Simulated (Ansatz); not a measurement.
Input and command of a plane-wave DFT calculation in Ansatz:

```yaml
crystal:
  lattice:
    - [-1.70664, 1.70664, 1.641]
    - [1.70664, -1.70664, 1.641]
    - [1.70664, 1.70664, -1.641]
  atoms:
    - { symbol: Ti, position: [0.0, 0.0, 0.0] }
basis:
  ecutwfc: 500
kpoints:
  mp_grid: { grid: [20, 20, 20] }
hamiltonian:
  xc: r2scan
scf:
  occupations: { method: gaussian, width: 0.15 }
output:
  forces: true
  stress: true
  eigenvalues: true
```

```bash
ansatz run input.yaml --threads 1 --pin off --max-ram 2560MiB --backend cpu --events-out ev --progress --plain --runs-dir out
```

Processor: Intel(R) Xeon(R) Processor @ 2.50GHz (Skylake/Cascade Lake), 1 thread, on a host shared with other jobs.

Estimate time, memory and problem size.

About 32 s on 1 thread of Intel(R) Xeon(R) Processor @ 2.50GHz (Skylake/Cascade Lake) (shared host), peak memory 0.52 GiB. It solves 10 bands at 641 k points (the mesh reduced by symmetry) with about 489 plane waves, in 6 SCF iterations.
